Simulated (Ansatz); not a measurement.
CuIr2S4, first-principles data

CuIr₂S₄:
```
CELL_PARAMETERS angstrom
      0.00000     4.89101     4.89101
      4.89101     0.00000     4.89101
      4.89101     4.89101     0.00000
ATOMIC_POSITIONS crystal
  Cu 0.25000 0.25000 0.25000
  Cu 0.00000 0.00000 0.00000
  Ir 0.62500 0.62500 0.12500
  Ir 0.62500 0.12500 0.62500
  Ir 0.62500 0.62500 0.62500
  Ir 0.12500 0.62500 0.62500
  S  0.38472 0.84584 0.38472
  S  0.86528 0.86528 0.86528
  S  0.84584 0.38472 0.38472
  S  0.86528 0.86528 0.40416
  S  0.38472 0.38472 0.84584
  S  0.40416 0.86528 0.86528
  S  0.38472 0.38472 0.38472
  S  0.86528 0.40416 0.86528
```

Space group Fd-3m (No. 227), spinel; conventional cell a = b = c = 9.782 Å, α = β = γ = 90.00°.

Method: plane-wave PAW PBEsol (Ansatz code). Geometry: relaxed at this level of theory. Other levels are named where they apply.

### Cell and energy

```json
{
  "volume_per_atom": "16.71 Å³",
  "density": "8.18 g/cm³",
  "Formation energy from the elements (no fitted shifts)": "-0.44 eV/atom"
}
```

### Electronic structure

```json
{
 "electronic_character": "metallic (no gap)",
 "Density of states at the Fermi level": "0.53 states/eV per atom (mean over ±0.08 eV)",
 "Gap with spin–orbit coupling": "none (metallic)"
}
```

### Mechanics

```json
{
  "Bulk modulus (Birch–Murnaghan fit)": "129 GPa",
  "Pressure derivative B′": "5.5",
  "Elastic constants (relaxed ions, GPa)": "C11 = 195, C12 = 96.5, C44 = 47.0",
  "mechanical_stability": "stable (all eigenvalues of C positive)",
  "hill_bulk_and_shear_moduli": "129 and 47.8 GPa",
  "Young's modulus": "128 GPa",
  "Poisson's ratio": "0.34",
  "debye_temperature_from_the_elastic_constants": "316 K"
}
```

### Phonons

```json
{
 "highest_zone_centre_frequency": "408 cm⁻¹",
 "zone_centre_stability": "no imaginary mode at Γ"
}
```

The workflow started from a Materials Project entry (that database holds measured and hypothetical structures alike); the Crystallography Open Database files this formula in space group No. 227, but the cells were not matched. Whether it is the stable phase at ambient conditions was not checked. Symmetry was held in the PBEsol relaxation. No spin polarisation was allowed. As this level gives no gap, shear constants depend on the k-mesh and smearing (Fermi–Dirac, 0.1 eV here). As this level gives no gap, phonon frequencies hold no LO–TO term and depend on the k-mesh and smearing (Fermi–Dirac, 0.1 eV here). The references are the lowest solids computed at this level, not always the standard phases. Spin–orbit coupling is left out wherever it is not named.

Potentials: the later of the program's two PAW sets.
